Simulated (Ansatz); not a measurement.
Calculated N-14 nuclear quadrupole resonance for CdPtC6N6

Cell: an entry of the Crystallography Open Database (COD), ions relaxed with PBE at fixed cell.

Space group Fm-3m (No. 225); a = 10.9290 Å.

```
site  Wyckoff  site symmetry       x       y       z
  Cd       4b           m-3m  0.5000  0.5000  0.5000
  Pt       4a           m-3m  0.0000  0.0000  0.0000
   C      24e           4m.m  0.5000  0.5000  0.1834
   N      24e           4m.m  0.5000  0.5000  0.2892
```

One atom of each set is listed; the run and its k-mesh use a cell of 14 atoms with edges of 7.73, 7.73, 7.73 Å.

Method: Kohn–Sham DFT in Ansatz, LDA, plane waves and PAW, scalar-relativistic, 420 eV cutoff, Γ-centred 5×5×5 k-points, Fermi–Dirac smearing 0.05 eV.

N-14: I = 1, Q = 20.44 mb (year-2017 value). Static lattice, zero field.

(1) The simulated lines lie at 2.22 MHz. What are |C_Q|, η and |V_zz| at N?

Answers

(1) For I = 1 the lines are ν± = (3/4)|C_Q|(1 ± η/3) and ν₀ = |C_Q|η/2. Here |C_Q| = 2.96 MHz, η = 0.00 and |V_zz| = 6.00 × 10²¹ V/m². The calculation gives V_zz negative; the lines don't show the sign. The site has 1 C at 1.16 Å; also 1 Cd at 2.30 Å, 1 Pt at 3.16 Å.

An axis of threefold or higher order runs through N, so V_zz lies along it and η is zero.

The largest force is 0.4 eV/Å, so the atoms aren't at the calculated equilibrium and relaxing them would move these values. The database entry as given showed forces above 3 eV/Å or a pressure above 30 GPa, though relaxing it moves no atom far.
